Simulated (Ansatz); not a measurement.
## Mn₂Al₃: do energies and stresses tell the same story?

The calculation used DFT PBEsol, scalar-relativistic, plane waves, PAW (Ansatz 0.2.0).

Settings: cutoff 420 eV, Γ-centred mesh 6×6×6 on the computed 20-atom cell, Gaussian smearing of 0.10 eV; no spin polarisation.

Relaxed cell: P4_132, a = 6.333 Å, b = 6.333 Å, c = 6.333 Å, α = 90.00°, β = 90.00°, γ = 90.00°, 20 atoms in the primitive cell. Whether it is the stable form of this composition wasn't checked.

Energies at zero smearing and pressures from the stress tensor, at volumes with shape and atoms relaxed:
```tsv
V (Å³/atom)	E − E(first) (meV/atom)	P (GPa)
11.178	0.00	28.45
11.559	-56.80	19.57
11.940	-94.08	11.99
12.321	-114.68	5.52
12.703	-121.03	-0.01
13.084	-115.22	-4.73
13.465	-99.01	-8.76
13.973	-63.86	-13.22
```

Check P = −dE/dV between neighbouring volumes, and get the bulk modulus from the pressures alone.

With 1 eV/Å³ = 160.2 GPa:
| middle V (Å³/atom) | −ΔE/ΔV (GPa) | mean P (GPa) |
| --- | --- | --- |
| 11.369 | 23.881 | 24.009 |
| 11.750 | 15.671 | 15.783 |
| 12.131 | 8.661 | 8.758 |
| 12.512 | 2.672 | 2.755 |
| 12.893 | -2.445 | -2.372 |
| 13.274 | -6.813 | -6.749 |
| 13.719 | -11.085 | -10.994 |

The two differ by 0.13 GPa at most. The mean of two end pressures misses the average over a step by about ΔV² P″/12, up to 0.12 GPa here; with that taken off 0.01 GPa remains. Around V = 12.703 Å³/atom, the two neighbours give B = −V ΔP/ΔV = 12.703 × 10.26 / 0.762 = 170.9 GPa, against B0 = 170.0 GPa from the Birch–Murnaghan fit of the energies.

A ferromagnetic start lost its moments in a first run, so spin was left out; other magnetic orders weren't tried.

Cost: 9 runs of about 14 core-minutes in all, on Intel Xeon 6975P-C (Granite Rapids) (shared hosts).